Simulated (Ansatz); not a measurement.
The relaxed structure here is a generated cell of BaS2: the first start was made by placing the elements on the sites of a structure type, and the end was not matched to a known phase here, so it may be hypothetical.

One stationary structure of BaS₂. Space group P4₁2₁2 (No. 92). The numbers are results of r2SCAN (plane waves to 500 eV, PAW, scalar-relativistic; Ansatz, a first-principles code), not measurements.

```xyz
12
Lattice="5.6853 0.0000 0.0000 0.0000 5.6853 0.0000 0.0000 0.0000 11.7284" Properties=species:S:1:pos:R:3 pbc="T T T"
Ba     0.4964     0.4964     5.8642
Ba     3.3391     2.3462     2.9321
Ba     2.3462     3.3391     8.7963
Ba     5.1889     5.1889     0.0000
S      0.9556     0.4785     9.0607
S      3.7982     2.3642    11.4640
S      1.8871     3.3212     5.5998
S      4.7298     5.2068     3.1965
S      5.2068     4.7298     8.5319
S      2.3642     3.7982     0.2644
S      3.3212     1.8871     6.1286
S      0.4785     0.9556     2.6677
```

What is the computed band gap (r2SCAN)?

2.57 eV, indirect (valence top at M, conduction bottom at k = (0.2, 0.2, 0)) (no spin-orbit coupling).

Estimate the smallest direct gap that r2SCAN returns for this input.

2.69 eV at k = (0.2, 0.2, 0).

The relaxed cell holds bonded S–S pairs (2.10 Å). No spin polarisation in the result.

The run could not lose the symmetry of its start: the end is stationary, and may be a saddle point rather than a minimum.
